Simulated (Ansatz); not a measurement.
Li:
```cif
data_Li2
_chemical_formula_sum 'Li2'
_space_group_name_H-M_alt 'Im-3m'
_space_group_IT_number 229
_space_group_name_Hall '-I 4 2 3'
_cell_length_a 3.43457
_cell_length_b 3.43457
_cell_length_c 3.43457
_cell_angle_alpha 90.000
_cell_angle_beta 90.000
_cell_angle_gamma 90.000
loop_
_atom_site_label
_atom_site_type_symbol
_atom_site_symmetry_multiplicity
_atom_site_Wyckoff_symbol
_atom_site_fract_x
_atom_site_fract_y
_atom_site_fract_z
_atom_site_occupancy
Li1 Li 2 a 0.00000 0.00000 0.00000 1
```
(The calculation used a cell of 1 atom; values per cell refer to that cell.)

Relaxed with PBE.

Question: Which orbitals make up the states near the Fermi level in PBE in the plane-wave PAW code Ansatz?

Answer: Within 0.5 eV of the Fermi level: Li 2s 62 %, outside the projected shells 37 %. Projections are on Löwdin-orthogonalised atomic valence shells; empty p or d shells of many metals are not among them.

Question: Tabulate the density of states.

Answer: States/eV per cell of 1 atom, in 0.25 eV bins, energy from the Fermi level.

```
E (eV)  total  Li 2s  Li 1s
------  -----  -----  -----
-3.70    0.00   0.00   0.00
-3.45    0.07   0.06   0.01
-3.20    0.13   0.12   0.01
-2.95    0.17   0.16   0.01
-2.70    0.20   0.19   0.01
-2.45    0.23   0.21   0.01
-2.20    0.25   0.24   0.01
-1.95    0.27   0.26   0.01
-1.70    0.29   0.28   0.00
-1.45    0.31   0.30   0.00
-1.20    0.34   0.31   0.00
-0.95    0.36   0.33   0.00
-0.70    0.38   0.33   0.00
-0.45    0.40   0.33   0.00
-0.20    0.44   0.33   0.00
0.05     0.49   0.31   0.00
0.30     0.58   0.28   0.00
0.55     0.54   0.22   0.01
0.80     0.48   0.17   0.00
1.05     0.42   0.13   0.00
1.30     0.37   0.09   0.00
1.55     0.31   0.07   0.00
1.80     0.26   0.04   0.00
2.05     0.20   0.03   0.00
2.30     0.13   0.02   0.00
2.55     0.11   0.01   0.00
2.80     0.13   0.01   0.00
3.05     0.20   0.02   0.00
3.30     0.67   0.31   0.01
3.55     0.70   0.29   0.01
3.80     0.59   0.19   0.01
4.05     0.53   0.13   0.00
4.30     0.48   0.09   0.00
4.55     0.45   0.07   0.00
4.80     0.43   0.05   0.00
```

The PBE relaxation kept the symmetry of its start.

Potentials: the earlier of the program's two PAW sets.
